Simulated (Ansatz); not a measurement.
MoSi2 (MoSi2 type, space group I4/mmm)

```
CELL_PARAMETERS angstrom
     -1.59521     1.59521     3.91055
      1.59521    -1.59521     3.91055
      1.59521     1.59521    -3.91055
ATOMIC_POSITIONS crystal
  Mo 0.00000 0.00000 0.00000
  Si 0.33508 0.33508 0.00000
  Si 0.66492 0.66492 0.00000
```

Two coordinates are scanned: the volume, and the ratio of the stretch along z (the conventional c axis) to the stretch across it. Atoms keep their fractional coordinates.

Level of theory: PBEsol (plane waves to 420 eV, PAW, scalar-relativistic; Ansatz, a first-principles code). k mesh 20×20×20 (Γ-centred), Fermi-Dirac smearing 0.05 eV. Energies are smeared free energies. As the atoms are clamped, bonds stretch with the cell, which overstates energies and stresses. With partly filled bands, the response to shear is sensitive to the k mesh, so small differences along c/a are uncertain. MoSi2 is run without spin polarisation. MoSi2 was relaxed with its symmetry unable to fall. The PAW data are Ansatz's earlier set. The last digit holds for this mesh only.

Changes of ΔE (kJ/mol of atoms) from the point V/V₀ = 1.000, (c/a)/(c/a)₀ = 1.000 when one coordinate moves alone (two changes are said to add if the coupling is within 5 % of the smaller one, nearly so within 20 %):

| point | change |
|---|---|
| V/V₀ = 1.000, (c/a)/(c/a)₀ = 0.880 | 19.54 |
| V/V₀ = 1.000, (c/a)/(c/a)₀ = 0.920 | 8.03 |
| V/V₀ = 1.000, (c/a)/(c/a)₀ = 0.960 | 1.85 |
| V/V₀ = 0.960, (c/a)/(c/a)₀ = 1.000 | 1.53 |
| V/V₀ = 0.973, (c/a)/(c/a)₀ = 1.000 | 0.66 |
| V/V₀ = 0.987, (c/a)/(c/a)₀ = 1.000 | 0.16 |
| V/V₀ = 1.013, (c/a)/(c/a)₀ = 1.000 | 0.15 |
| V/V₀ = 1.027, (c/a)/(c/a)₀ = 1.000 | 0.60 |
| V/V₀ = 1.040, (c/a)/(c/a)₀ = 1.000 | 1.32 |
| V/V₀ = 1.000, (c/a)/(c/a)₀ = 1.040 | 1.57 |
| V/V₀ = 1.000, (c/a)/(c/a)₀ = 1.080 | 5.77 |
| V/V₀ = 1.000, (c/a)/(c/a)₀ = 1.120 | 11.88 |

Problem. Do the two effects add at V/V₀ = 1.040, (c/a)/(c/a)₀ = 0.960? Give the computed change.

Solution. The sum of the single changes is 1.32 + (1.85) = 3.17; the calculation gives 2.82, so the coupling contributes -0.35 (over 20 % of the smaller single change, not additive).

(A scan under strain: stresses follow from slopes of the energy per volume, elastic moduli from its curvatures.)
